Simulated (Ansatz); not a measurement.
Starting cell, Cd (hcp, Mg type):

```
Cd
1.0
    6.03211     0.00000     0.00000
   -1.50803     2.61198     0.00000
    0.00000     0.00000     5.81912
Cd
4
Direct
  0.16667   0.66667   0.75000
  0.66667   0.66667   0.75000
  0.33333   0.33333   0.25000
  0.83333   0.33333   0.25000
```

A phonon eigenvector at M = (0.5, 0.0, 0.0) is frozen into this cell: atom i moves by Q times the vector below, so Q is the largest atomic displacement, in Å. The cell is held. (q is in reciprocal vectors of the primitive cell; the cell shown is doubled to hold the pattern.)

```tsv
atom	x	y	z
Cd1	0.000	0.000	1.000
Cd2	0.000	0.000	-1.000
Cd3	0.000	0.000	1.000
Cd4	0.000	0.000	-1.000
```

Level of theory: PBE (plane waves to 420 eV, PAW, scalar-relativistic; Ansatz, a program for electronic structure). k mesh 9×18×8 (Γ-centred), Fermi-Dirac smearing 0.05 eV. Energies are smeared free energies. With partly filled bands, energies and forces of such displacements shift with the k mesh and the smearing. Cd was relaxed with its symmetry unable to fall. The relaxed volume of Cd is well above the measured one; the method has no dispersion term. ΔE is measured from the undisplaced structure.

The scan covers Q from -0.280 to 0.280 Å in 13 points.

Question: Which space group does the distorted structure have?

Answer: Pnnm (No. 58), lowered from P6_3/mmc.

Question: Is this a single well or a double well?

Answer: A single well with its minimum at or next to zero displacement.

Question: What is the energy change at Q = 0.280 Å?

Answer: 104 meV/cell.

Question: What harmonic wavenumber does the curvature at Q = 0 give?

Answer: 32 cm⁻¹.

(For displaced atoms, the force is minus the slope of the energy, and its curvature is a force constant, which sets phonon frequencies.)
